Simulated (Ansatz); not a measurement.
**Phonon spectrum of SnPb3S4**

Level of theory: DFT PBE, scalar-relativistic, plane waves, PAW (Ansatz). Plane waves to 420 eV; Γ-centred k mesh 6×6×10; Gaussian smearing of 0.10 eV. No spin polarisation. Phonons by linear response, acoustic sum rule imposed.

The cell, relaxed at this level:
```xyz
8
Lattice="4.2226 -5.9710 0.0000 4.2226 5.9710 0.0000 0.0000 0.0000 4.2220" Properties=species:S:1:pos:R:3 pbc="T T T"
Sn    4.2226    0.0000    2.1110
Pb    2.1113    2.9855    0.0000
Pb    2.1113   -2.9855    0.0000
Pb    0.0000    0.0000    2.1110
S     2.1566    0.0000    0.0000
S     6.2886    0.0000    0.0000
S     4.2226    2.9526    2.1110
S     4.2226   -2.9526    2.1110
```

The cell was found from a structure generator's guess, not taken from experiment. Some empty bands missed the eigensolver's threshold. Spin–orbit coupling is left out, which matters for heavy elements. The q mesh is coarse, so values between its points are rough.

Force constants from linear response on a 1×1×2 q mesh.

Q: Is the structure dynamically stable on the q mesh?

A: No: at q = (0.000, 0.000, 0.000) a mode is imaginary, 61i cm⁻¹.

Q: Give the frequencies (cm⁻¹) at the zone-boundary points of high symmetry (interpolated where a point lies off the q mesh).

A:
```csv
point,q,frequencies
Y,-0.500 0.500 0.000,54i 48i 44i 21 28 30 36 39 46 50 57 70 74 76 83 90 94 102 173 188 192 204 212 220
C0,-0.375 0.625 0.000,53i 40i 10i 27 34 37 47 50 56 56 66 66 73 84 93 96 104 106 173 175 181 205 206 213
SIGMA0,0.375 0.375 0.000,53i 40i 10i 27 34 37 47 50 56 56 66 66 73 84 93 96 104 106 173 175 181 205 206 213
Z,0.000 0.000 0.500,35i 18i 29 45 45 48 52 52 62 69 79 85 89 91 107 113 114 121 166 178 186 202 202 222
A0,0.375 0.375 0.500,43i 8i 45 48 48 49 53 56 66 73 76 88 89 94 104 118 128 140 166 167 177 202 202 208
E0,-0.375 0.625 0.500,43i 8i 45 48 48 49 53 56 66 73 76 88 89 94 104 118 128 140 166 167 177 202 202 208
T,-0.500 0.500 0.500,46i 36i 43 45 47 48 50 52 62 69 76 79 92 94 104 115 118 124 166 179 186 202 202 221
S,0.000 0.500 0.000,53i 35i 30 36 36 40 44 46 50 54 72 77 78 89 92 123 139 148 149 155 167 173 206 216
R,0.000 0.500 0.500,36i 43 44 49 51 56 59 59 66 68 70 74 93 102 119 133 135 154 154 166 176 178 202 202
```
